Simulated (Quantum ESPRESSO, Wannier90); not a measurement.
Wannierisation of Sn (Immm)

```
Sn
1.0
   -1.72654     1.77554     2.33834
    1.72654    -1.77554     2.33834
    1.72654     1.77554    -2.33834
Sn
1
Direct
  0.00000   0.00000   0.00000
```

Structure: Materials Project mp-623511, symmetrised, not relaxed again. Not found in the COD (Crystallography Open Database) copy used, which has the formula in other groups; not checked further. Method: PBEsol plane waves in Quantum ESPRESSO 7.5 (PseudoDojo norm-conserving files, 58 Ry, no spin polarisation, no spin-orbit coupling), Bloch states on a 12×12×12 mesh through Γ, Wannier90 4.0.1. Density: 16×16×16 mesh, cold smearing 0.01 Ry. Spin-orbit coupling is left out although heavy elements are present.

Base run: 4 functions from bands 6-15 of the 15 computed, start hydrogen-like Sn: s;p, centres 0.05 Å off the atoms, frozen window up to 1.50 eV relative to the Fermi level, outer window open. One thing is changed at a time; window edges are relative to the Fermi level. The misfit compares interpolated bands with pw.x on a high-symmetry path, for states up to 1.0 eV relative to the Fermi level. Converged means that the tolerances were met: symmetric starts can stop on a saddle, which shows as a larger Ω_OD at equal Ω_I and can move the misfit too.

```tsv
setting	functions	frozen to (eV)	Ω_I (Å²)	Ω_D (Å²)	Ω_OD (Å²)	rms misfit (meV)	worst (meV)	ended
base	4	1.50	7.02	0.01	1.81	11	76	converged
frozen window to -1.50 eV	4	-1.50	5.60	0.01	1.67	224	948	converged
frozen window to 0.50 eV	4	0.50	6.36	0.01	1.75	31	276	converged
frozen window to 5.27 eV	4	5.27	–	–	–	–	–	stops: too many frozen states
no frozen window	4	none	5.01	0.00	1.56	692	2468	converged
```

Runs of this sweep that didn't settle are not listed.
